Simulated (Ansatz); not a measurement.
A generated cell, not matched to a known phase here, of NaLiCl₂: P4/nmm, origin choice 1 (No. 129), tP8; a = b = 3.8225 Å, c = 10.5755 Å, α = β = γ = 90.00°; Li 2c (0.000, 0.500, 0.116); Na 2c (0.500, 0.000, 0.370); Cl 2c (0.000, 0.500, 0.362); Cl 2c (0.500, 0.000, 0.113). Level of theory: PBEsol (plane waves to 420 eV, PAW, scalar-relativistic; Ansatz, a program for electronic structure). Element references, the lowest calculated here: Li (Fm-3m, not the ambient form), Na (P6₃/mmc, not the ambient form), Cl (Cmce); gases are represented by their molecular solids.

Task: Give the formation energy of this P4/nmm form of NaLiCl2 from the elements at the level PBEsol.

Result: -1.79 eV/atom.

Task: How does this cell stand against the other phases calculated?

Result: It lies 0.03 eV/atom above their hull: NaLiCl2 → LiCl + NaCl (LiCl Fm-3m, NaCl Fm-3m) releases that much. A lower structure of this composition may exist.

This is the hull of the energies calculated here, no anion corrections; phases that were not calculated are missing from it. Values are rounded to 0.01 eV/atom. Not shown to be the ambient phase of their composition (a lower form may be missing, and a cell relaxed within its start's symmetry can be a saddle point): NaLiCl2 (P4/nmm). The compounds carry no spin polarisation.
